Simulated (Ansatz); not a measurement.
Input and command of a plane-wave DFT calculation in Ansatz:

```yaml
crystal:
  lattice:
    - [-1.6524167814, 1.6524167814, 4.2196332357]
    - [1.6524167814, -1.6524167814, 4.2196332357]
    - [1.6524167814, 1.6524167814, -4.2196332357]
  atoms:
    - { symbol: Zn, position: [0.0, 0.0, 0.0] }
    - { symbol: Mo, position: [0.6726810513, 0.6726810513, 0.0] }
    - { symbol: Mo, position: [0.3273189487, 0.3273189487, 0.0] }
basis:
  ecutwfc: 420
kpoints:
  mp_grid: { grid: [20, 20, 20] }
hamiltonian:
  xc: pbe
scf:
  occupations: { method: gaussian, width: 0.1 }
output:
  forces: true
  stress: true
  eigenvalues: true
  write_density: true
  write_potential: true
  elf: true
  volumetric_format: npy
relax:
  adjacent_minimum: "off"
  f_tol: 0.01
  max_steps: 80
  cell: { stress_tol: 0.05 }
```

```bash
ansatz run input.yaml --threads 1 --pin off --max-ram 2560MiB --backend cpu --events-out ev --progress --plain --runs-dir out
```

Processor: Intel(R) Xeon(R) Platinum 8488C (Sapphire Rapids), 1 thread, on a host shared with other jobs.

Problem. How long does it run, and how much memory does it take?

Solution. About 2.9 min on 1 thread of Intel(R) Xeon(R) Platinum 8488C (Sapphire Rapids), on a shared host, peak memory 0.89 GiB. It solves 24 bands at 641 k points (the mesh reduced by the symmetry that the task leaves, which can be less than the crystal's) with about 907 plane waves (on the last cell), in 33 SCF iterations over 5 ionic steps.
